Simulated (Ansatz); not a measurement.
A crystal relaxed with r2SCAN in the PAW code Ansatz has space group Cmmm (No. 65) and a = 7.643 Å, b = 10.804 Å, c = 3.817 Å.

```
atom  site       x       y       z
  Xx    4e  0.2500  0.2500  0.0000
   F    8q  0.2508  0.8748  0.5000
  Xx    2c  0.5000  0.0000  0.5000
   F    4i  0.5000  0.6256  0.0000
   F    4i  0.5000  0.8752  0.0000
  Ca    2d  0.0000  0.0000  0.5000
```

With r2SCAN the valence top lies at Z and the conduction bottom at Γ, 4.35 eV higher; the smallest vertical gap, at Γ, is 4.48 eV. HSE06 gives an indirect gap of 5.76 eV, from Z to Γ; the least direct gap is 5.90 eV at Γ. PBE gives an indirect gap of 3.67 eV, from Z to Γ; the least direct gap is 3.79 eV at Γ. Meshes: r2SCAN 4×4×6, HSE06 2×2×4, PBE 4×4×6. r2SCAN's ε∞ is 2.5 along all three axes, to this precision.

Task: Which element is Xx?
A. Zn
B. Cd
C. Hg
D. Mg

Result: B. Xx is Cd: CaCd₃F₈ on the sites of the fluorite structure (relaxed group Cmmm). Cd is surrounded by 8 F at 2.34 Å; F is surrounded by 3 Cd at 2.34 Å and 1 Ca at 2.35 Å; F is surrounded by 2 Cd at 2.34 Å and 2 Ca at 2.34 Å; F is surrounded by 4 Cd at 2.34 Å; Ca is surrounded by 8 F at 2.34–2.35 Å.

Spin-unpolarised throughout. Whether this structure exists isn't addressed.

Spin-orbit coupling is left out.

The meshes of the hybrids are coarse, so their gaps aren't converged to the digits shown.

For a response run the program warns that the ground state's bands aren't all converged, so ε∞ carries an extra error.
